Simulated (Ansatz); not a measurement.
BaTiO$_{3}$:
```cif
data_BaO3Ti
_chemical_formula_sum 'Ba1 Ti1 O3'
_space_group_name_H-M_alt 'P 1'
_space_group_IT_number 1
_cell_length_a 3.95548
_cell_length_b 3.95548
_cell_length_c 4.04600
_cell_angle_alpha 90.000
_cell_angle_beta 90.000
_cell_angle_gamma 90.000
loop_
_space_group_symop_operation_xyz
  'x, y, z'
loop_
_atom_site_label
_atom_site_type_symbol
_atom_site_fract_x
_atom_site_fract_y
_atom_site_fract_z
_atom_site_occupancy
Ba1 Ba 0.50000 0.50000 0.58272 1
Ti1 Ti 0.00000 0.00000 0.09791 1
O1 O 0.00000 0.50000 0.06335 1
O2 O 0.50000 0.00000 0.06335 1
O3 O 0.00000 0.00000 0.55266 1
```

Relaxed with PBEsol. PBEsol (plane waves, PAW; program Ansatz) gives a gap of 1.85 eV.

Question: What gap does HSE06 give on the same cell (Ansatz, PAW)?

Answer: 3.34 eV, 1.48 eV more. The hybrid was solved on a coarser mesh and at special points; the gap given is the minimum over both.

| k | v1 PBEsol | c1 PBEsol | v1 HSE06 | c1 HSE06 |
|---|---|---|---|---|
| Γ | -0.37 | 1.85 | -0.35 | 3.34 |
| Z | -0.68 | 1.98 | (withheld) | (withheld) |
| M | -0.04 | 3.76 | (withheld) | (withheld) |
| A | 0.00 | 4.31 | (withheld) | (withheld) |
| R | -0.27 | 3.70 | -0.28 | 5.31 |
| X | -0.98 | 2.34 | (withheld) | (withheld) |

Question: Top valence (v1) and lowest conduction level (c1) in eV from each method's valence maximum (which need not be a listed point): supply the withheld HSE06 values.

Answer: 
- Z, v1 HSE06: -0.73
- Z, c1 HSE06: 3.48
- M, v1 HSE06: -0.04
- M, c1 HSE06: 5.37
- X, v1 HSE06: -1.06
- X, c1 HSE06: 3.83
- A, v1 HSE06: 0.00
- A, c1 HSE06: 6.02

Cost on shared cores: the PBEsol run (SCF on a 7×7×7 mesh, then bands and DOS) roughly 30 core-seconds, the HSE06 run (SCF on 4×4×4, then a few points) around 60 core-seconds (rough); the tasks are unlike.

Space group P4mm. The cell was relaxed with PBEsol under the symmetry of its start. No spin polarisation was allowed. Spin–orbit coupling is left out wherever it is not named.

Potentials: the earlier of the program's two PAW sets. The files were generated under PBE; for other functionals the program regenerates the frozen cores, and for LDA and PBEsol the local potential too.
